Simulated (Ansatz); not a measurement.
One crystal and one scan (energy over volume and axial ratio) at two levels, PBEsol (plane waves to 420 eV, PAW, scalar-relativistic; Ansatz, an electronic-structure program) and PBE (plane waves to 420 eV, PAW, scalar-relativistic; Ansatz), each from its own relaxed cell and on its own mesh. The cell shown is that of PBEsol.

CrO$_{2}$ (rutile)

```xyz
6
Lattice="4.3924 0.0000 0.0000 0.0000 4.3924 0.0000 0.0000 0.0000 2.8875" Properties=species:S:1:pos:R:3 pbc="T T T"
Cr     0.0000     0.0000     0.0000
Cr     2.1962     2.1962     1.4438
O      1.3322     1.3322     0.0000
O      3.5284     0.8640     1.4438
O      0.8640     3.5284     1.4438
O      3.0602     3.0602     0.0000
```

Grid over V/V₀ and (c/a)/(c/a)₀, subscript 0 meaning the relaxed cell; the conventional c axis lies along z; no internal relaxation.

E stands for the smeared free energy. CrO2 is run spin-polarised and with no Hubbard U. CrO2 was relaxed with its symmetry unable to fall. Relaxed CrO2 ends ferromagnetic. The magnetic order is the one the run started from; other orders were not tried. (PBE) Relaxed CrO2 ends ferromagnetic. (PBEsol) Relaxed CrO2 ends ferromagnetic. As the atoms are clamped, bonds stretch with the cell, which overstates energies and stresses. With partly filled bands, the response to shear is sensitive to the k mesh, so small differences along c/a are uncertain. Percentages come from the unrounded values. Both scans cover V/V₀ from 0.920 to 1.080 and (c/a)/(c/a)₀ from 0.920 to 1.080.

Results of PBEsol:

| Item | Value |
|---|---|
| Lattice constant a (Å) | 4.392 |
| Lattice constant c (Å) | 2.888 |
| Relaxed volume (Å³/atom) | 9.29 |
| Modulus against c/a change at fixed volume, (3/4V)·∂²E/∂(ln c/a)² (fit, atoms clamped) (GPa) | 141 |

**Question.** What does PBE give for the same quantities?

**Answer.** 
| quantity | PBE | PBEsol − PBE |
|---|---|---|
| Lattice constant a (Å) | 4.445 | -0.053 (-1.2 %) |
| Lattice constant c (Å) | 2.921 | -0.033 (-1.1 %) |
| Relaxed volume (Å³/atom) | 9.62 | -0.33 (-3.4 %) |
| Modulus against c/a change at fixed volume, (3/4V)·∂²E/∂(ln c/a)² (fit, atoms clamped) (GPa) | 131 | +10 (+7 %) |

PBEsol gives the higher value for: modulus against c/a change at fixed volume. PBEsol gives the lower value for: lattice constant a; lattice constant c; relaxed volume. Neither level is exact: the differences show how much the result hangs on the functional.

(A scan under strain: stresses follow from slopes of the energy per volume, elastic moduli from its curvatures.)
